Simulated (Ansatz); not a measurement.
BaZrO$_{3}$:
```
CELL_PARAMETERS angstrom
      4.22721     0.00000     0.00000
      0.00000     4.22721     0.00000
      0.00000     0.00000     4.22721
ATOMIC_POSITIONS crystal
  Ba 0.00000 0.00000 0.00000
  Zr 0.50000 0.50000 0.50000
  O  0.50000 0.00000 0.50000
  O  0.00000 0.50000 0.50000
  O  0.50000 0.50000 0.00000
```

Relaxed with PBE. Special points in fractions of this cell's reciprocal vectors: Γ (0.000, 0.000, 0.000); X (0.000, 0.500, 0.000); M (0.500, 0.500, 0.000); R (0.500, 0.500, 0.500).

List the band energies nearest the valence-band maximum at these points for the program Ansatz at the PBE with spin–orbit coupling level (PAW).

In eV from the valence-band maximum; about four levels below and three above (degenerate sets whole), none deeper than 8.9 eV; points with the same levels are listed once.

```
k                    below                above
-  -----------------------  -------------------
Γ  -0.19 -0.19 -0.19 -0.19  3.15 3.15 3.15 3.15
X  -0.51 -0.51 -0.42 -0.42  3.52 3.52 5.51 5.51
M  -0.83 -0.83 -0.05 -0.05  5.51 5.51 5.56 5.56
R      0.00 0.00 0.00 0.00  5.95 5.95 5.95 5.95
```

Space group Pm-3m (cubic perovskite). The cell was relaxed with PBE under the symmetry of its start. No spin polarisation was allowed.

Potentials: the later of the program's two PAW sets.
